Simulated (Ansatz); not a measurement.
Crystals of one structure type (zinc blende) and one family of elements, relaxed and computed with DFT-LDA in the program Ansatz with PAW potentials.

```tsv
crystal	K_Hill (GPa)	G_Hill (GPa)
InP	71.3	34.0
GaAs	74.4	46.0
AlAs	75.6	41.3
GaP	90.1	56.0
BAs	147	?
BP	176	169
```

Q: Fit a straight line to ln G against ln K and predict the withheld value.

A: Least squares on the 5 shown rows: ln G = 1.66 × ln K + (-3.448), with a scatter of 7 %. For BAs this gives 126. The run itself gave 134, within the scatter.

All cells were relaxed under the symmetry of their starts (and spin orders); stability against distortions was not tested throughout. Spin–orbit coupling is left out wherever it is not named.

Potentials: the later of the program's two PAW sets.
